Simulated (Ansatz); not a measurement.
# Pressure against volume in Mg3CdS4

The structure comes from a generated guess, relaxed at this level; another structure or a mixture of phases may lie lower.

Level of theory: DFT PBE, scalar-relativistic, plane waves, PAW in Ansatz 0.2.0. Plane waves to 420 eV, an 8×8×4 mesh through Γ for the 8-atom cell and 0.02 eV Gaussian smearing; no spin polarisation.

```cif
data_structure
_symmetry_space_group_name_H-M 'P 1'
_symmetry_Int_Tables_number 1
_cell_length_a 3.7523
_cell_length_b 3.7523
_cell_length_c 10.6324
_cell_angle_alpha 90.000
_cell_angle_beta 90.000
_cell_angle_gamma 90.000
_cell_volume 149.70
loop_
_atom_site_label
_atom_site_type_symbol
_atom_site_fract_x
_atom_site_fract_y
_atom_site_fract_z
_atom_site_occupancy
Mg1 Mg 0.00000 0.00000 0.74561 1
Mg2 Mg 0.00000 0.00000 0.25439 1
Mg3 Mg 0.50000 0.50000 0.50000 1
Cd1 Cd 0.50000 0.50000 0.00000 1
S1 S 0.00000 0.00000 0.00000 1
S2 S 0.50000 0.50000 0.25684 1
S3 S 0.00000 0.00000 0.50000 1
S4 S 0.50000 0.50000 0.74316 1
```

The cell was set to several volumes, with shape and atoms relaxed at each where symmetry leaves them free. Pressure is positive in compression, and energies count from the lowest row.

```tsv
row	V (Å³/atom)	P (GPa)	ΔE (meV/atom)	gap on mesh (eV)
1	16.467	12.38	77.6	1.08
2	17.028	8.50	41.2	1.07
3	17.590	?	?	?
4	18.151	2.40	4.1	1.06
5	18.712	0.00	0.0	1.05
6	19.274	-2.04	3.7	1.03
7	19.835	-3.78	13.9	1.01
8	20.584	-5.70	36.2	0.94
```

Question: Find B = −V·ΔP/ΔV from rows 4 and 6 and from rows 1 and 2, and from the two its slope B′ and its value B0 at zero pressure.

Answer: Rows 4 and 6 give −(18.151 + 19.274)/2 × (-2.04 − (2.40))/(19.274 − 18.151) = 74.0 GPa at a mean pressure of 0.18 GPa. Rows 1 and 2 give −(16.467 + 17.028)/2 × (8.50 − (12.38))/(17.028 − 16.467) = 115.8 GPa at a mean pressure of 10.44 GPa. So B′ = (115.8 − 74.0)/(10.44 − (0.18)) = 4.07 and B0 = 74.0 − 4.07 × (0.18) = 73.3 GPa. A third-order Birch–Murnaghan fit to all the energies gives B0 = 73.5 GPa and B′ = 4.3.

Question: Estimate the pressure and energy of row 3.

Answer: From row 5, V0 = 18.712 × (1 + (0.00)/73.3) = 18.712 Å³/atom. Murnaghan's form P = (B0/B′)·[(V0/V)^B′ − 1] gives (73.3/4.07) × [(18.712/17.590)^4.07 − 1] = 5.15 GPa; the computed pressure is 5.21 GPa, so the estimate is off by -0.06 GPa. The work of compression from row 4, with the mean of the two pressures, gives ΔE = 4.1 + (5.15 + 2.40)/2 × (18.151 − 17.590)/160.2 × 1000 = 17.3 meV/atom (1 eV/Å³ = 160.2 GPa); the computed value is 17.3 meV/atom.

Question: Fit the gap against pressure through the other rows and estimate it at the computed pressure of row 3.

Answer: Over the 7 rows the mean pressure is 1.6800 GPa and the mean gap is 1.034 eV. The sums of products of deviations are S_xx = 262.5 and S_xy = 1.569, so the slope is 1.569/262.5 = 0.005977 (r = 0.83, rms misfit 0.03 eV). At 5.21 GPa the line gives 1.034 + (0.005977) × (5.21 − 1.6800) = 1.06 eV. The computed value is 1.07 eV, so the line is off by -0.01 eV, no more than the largest miss among the fitted rows (0.05 eV). The rows follow a line poorly: the gap bends, or the lowest transition changes along the series.

Kohn–Sham gaps at this level usually fall short of measured ones. All volumes keep the k mesh of the relaxed cell. A later test with randomly moved atoms came back to the same energy, though modes that don't fit the test's cell weren't probed.
